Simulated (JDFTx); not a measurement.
Part of a log of a modified build of JDFTx for C2H5N (SMILES C=NC), charge 0, multiplicity 1 (PBE, GBRV ultrasoft potentials, plane waves to 20/100 Ha):

```
unit cell volume = 10615.1
Chosen fftbox size, S = [  112  96  96  ]
unit cell volume = 10615.1
Chosen fftbox size, S = [  100  84  84  ]
  'C' pseudopotential, 'SLA  PW   PBE  PBE' functional
  4 valence electrons, 2 orbitals, 4 projectors, 721 radial grid points, with lMax = 1
  'N' pseudopotential, 'SLA  PW   PBE  PBE' functional
  5 valence electrons, 2 orbitals, 4 projectors, 729 radial grid points, with lMax = 1
  'H' pseudopotential, 'SLA  PW   PBX  PBC' functional
  1 valence electrons, 1 orbitals, 2 projectors, 615 radial grid points, with lMax = 0
Initialized 3 species with 8 total atoms.
Folded 1 k-points by 1x1x1 to 1 k-points.
nElectrons:  18.000000   nBands: 9   nStates: 1
average nbasis = 45385.000 , ideal nbasis = 45348.645
Correction to mu due to finite nuclear width = -0.00168247
   Cavity determined by nc: 0.0016 and sigma: 0.6
   Effective cavity tension: -1.7e-06 Eh/bohr^2 to account for cavitation and dispersion.
[...]
	Linear fluid (dielectric constant: 7.6) occupying 0.958544 of unit cell:	Completed after 9 iterations
[... later lines of the fluid solver are left out ...]
ElecMinimize: Iter:   0  Etot: -24.329949389918333  |grad|_K:  4.452e-05  alpha:  1.000e+00
ElecMinimize: Iter:   1  Etot: -24.330836093743976  |grad|_K:  2.239e-05  alpha:  1.095e+00  linmin: -1.280e-03
[... lines cut ...]
ElecMinimize: Iter:   7  Etot: -24.331145691492804  |grad|_K:  6.530e-07  alpha:  1.031e+00  linmin:  2.245e-03
ElecMinimize: Iter:   8  Etot: -24.331145877007380  |grad|_K:  3.241e-07  alpha:  1.067e+00  linmin: -7.306e-03
ElecMinimize: Iter:   9  Etot: -24.331145923185190  |grad|_K:  1.728e-07  alpha:  1.069e+00  linmin: -8.538e-05
ElecMinimize: Iter:  10  Etot: -24.331145936406241  |grad|_K:  9.369e-08  alpha:  1.084e+00  linmin: -3.366e-05
ElecMinimize: Converged (|Delta Etot|<1.000000e-07 for 2 iters).

# Energy components:
   A_diel =       -0.0104618045522667
   Eewald =       21.0259423991497947
       EH =       39.6114669155484478
     Eloc =      -94.5274858049905760
      Enl =        3.0437837492079995
      Exc =       -8.0780820800965341
 Exc_core =        0.1559698257040137
       KE =       14.4477208636228802
-------------------------------------
     Etot =      -24.3311459364062408
```

Problem. Which solvation model was used?
A. nonlinear PCM (GLSSA13)
B. SaLSA
C. linear PCM (GLSSA13)
D. SCCS (g03 parameters)

Solution. C, linear PCM (GLSSA13). The liquid was tetrahydrofuran (dielectric constant 7.6), no salt.
